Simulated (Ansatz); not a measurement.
SiBCN:
```xyz
4
Lattice="1.4149 0.8169 4.6742 -1.4149 0.8169 4.6742 0.0000 -1.6338 4.6742" Properties=species:S:1:pos:R:3 pbc="T T T"
B      0.0000     0.0000    13.9203
N      0.0000     0.0000     1.6977
Si     0.0000     0.0000     7.0693
C      0.0000     0.0000     8.8638
```

Relaxed with r²SCAN. Special points in fractions of this cell's reciprocal vectors: Γ (0.000, 0.000, 0.000); T (0.500, 0.500, 0.500); H2 (0.813, 0.187, 0.500); H0 (0.500, -0.187, 0.187); L (0.500, 0.000, 0.000); S0 (0.344, -0.344, 0.000); S2 (0.656, 0.000, 0.344); F (0.500, 0.000, 0.500).

List the band energies nearest the valence-band maximum at these points for the program Ansatz at the r²SCAN level (PAW).

In eV from the valence-band maximum; about four levels below and three above (degenerate sets whole), none deeper than 8.9 eV; points with the same levels are listed once.

```csv
k,below,above
Γ,-4.87 -4.87 -1.16 0.00 0.00,3.78 6.67 7.80 7.80
T,-4.85 -4.85 -0.15 -0.15,4.60 7.62 8.03 8.03
H2,-8.10 -6.01 -4.88 -3.17,2.83 5.39 8.44
L,-6.89 -6.34 -4.43 -2.81,2.48 5.62 7.93
S0,-8.37 -6.00 -5.01 -3.21,2.89 5.88 7.93
F,-6.53 -5.33 -2.30 -2.14,0.64 4.75 6.48
```

Space group R3m. The start of the workflow was typed in or built on a structure type; neither database checked (COD, Materials Project) lists it. Its standing as an ambient phase is unchecked. Symmetry was held in the r²SCAN relaxation; its stability against distortions is not shown here. The volume moved by -18 % from the start of the relaxation.

Potentials: the earlier of the program's two PAW sets.
